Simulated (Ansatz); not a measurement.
ScPt3:
```yaml
crystal:
  lattice:
    - [3.97725, 0.00000, 0.00000]
    - [0.00000, 3.97725, 0.00000]
    - [0.00000, 0.00000, 3.97725]
  atoms:
    - { symbol: Sc, position: [0.00000, 0.00000, 0.00000] }
    - { symbol: Pt, position: [0.00000, 0.50000, 0.50000] }
    - { symbol: Pt, position: [0.50000, 0.00000, 0.50000] }
    - { symbol: Pt, position: [0.50000, 0.50000, 0.00000] }
```

Relaxed with r²SCAN.

Problem. Give the Bader charges and basin volumes of the independent atoms, r²SCAN (plane waves, PAW; program Ansatz).

Solution. 

```json
[
 {"atom": "Sc1", "Bader charge (e)": "+1.71", "Bader volume (Å³)": "9.1"},
 {"atom": "Pt2", "Bader charge (e)": "-0.57", "Bader volume (Å³)": "17.9"}
]
```

Space group Pm-3m (Cu3Au type). The workflow started from an entry of the Crystallography Open Database (COD). Whether it is the stable phase at ambient conditions was not checked. The cell was relaxed with r²SCAN under the symmetry of its start; whether a distortion lowers the energy is not shown. No spin polarisation was allowed. Scalar-relativistic: spin–orbit coupling is off unless named, which matters more the heavier the elements.

Potentials: the later of the program's two PAW sets.
